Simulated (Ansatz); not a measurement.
The numbers come from plane-wave PAW DFT (Ansatz): PBE, no spin polarisation, 420 eV, 7×8×3 Γ-centred k points, fermi-dirac occupations (width 0.0317 eV). Nothing was relaxed.

Computed maps in the lattice plane spanned by a (left to right, 4.76 Å, 14 points from zero) and c (bottom to top, 11.73 Å, 26 points from zero), 90° apart, at height 0.250 along b. The fields are smooth PAW ones with compensation charges, not the true ones near nuclei.

Valence density. Digits on a logarithmic scale: 0 up to 0.03 e/Å³, each further digit a factor of 1.6, 9 from 1.3 e/Å³ up:
```
67764321001235
99996431101357
99998532112358
99997532112357
78875421111245
66553210001245
77643110012467
99764211124689
99964211235799
99864211234689
87653211223567
54432222222234
22233444321111
12346776532100
13469999753101
23589999853211
23579999753211
12457887542111
01235566542100
01134677764210
11246799986421
11246999997532
11246899986432
11235678765322
22223445432222
44433222111123
```

**Question.** The cell is SbSe. Which atoms lie within 0.2 Å of this plane, and where (fractions of a and c)?

**Answer.** Sb at (0.11, 0.88), Sb at (0.39, 0.38), Se at (0.50, 0.15), Se at (1.00, 0.65). The whole cell:
```xyz
8
Lattice="4.7612 0.0000 0.0000 0.0000 4.1525 0.0000 0.0000 0.0000 11.7292" Properties=species:S:1:pos:R:3 pbc="T T T"
Sb    0.5047    1.0381   10.3100
Sb    1.8759    1.0381    4.4454
Sb    2.8853    3.1144    7.2838
Sb    4.2566    3.1144    1.4192
Se    2.3949    1.0381    1.7359
Se    4.7470    1.0381    7.6005
Se    0.0143    3.1144    4.1287
Se    2.3663    3.1144    9.9933
```

Origin: a known structure type with other elements, at an estimated volume, so it need not be a known compound. Caveats: many states at the Fermi level without spin polarisation, so a magnetic state may lie lower.
